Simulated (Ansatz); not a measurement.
KMgH3 (cubic perovskite, space group No. 221) under volume change, the program Ansatz at the LDA level (PAW), scaled uniformly.

| V (Å³/atom) | E − E(relaxed) (meV/atom) | P (GPa) |
|---|---|---|
| 10.901 | 14.2 | 4.56 |
| 11.261 | 6.0 | 2.82 |
| 11.620 | 1.4 | 1.31 |
| 11.979 | 0.0 | 0.00 |
| 12.339 | 1.3 | -1.13 |
| 12.698 | 5.0 | -2.12 |
| 13.057 | 10.7 | -2.98 |

Task: What does a third-order Birch–Murnaghan fit give for V₀, B₀ and B′?

Result: V₀ = 11.98 Å³/atom, B₀ = 40.6 GPa, B′ = 3.7.

Space group Pm-3m (cubic perovskite). The first step of the workflow began from a Materials Project structure, measured or hypothetical; the Crystallography Open Database files this formula in space group No. 221, but the cells were not matched. Whether it is the stable phase at ambient conditions was not checked. The LDA relaxation kept the symmetry of its start; phonons on a q-mesh show no instability.

Potentials: the later of the program's two PAW sets.
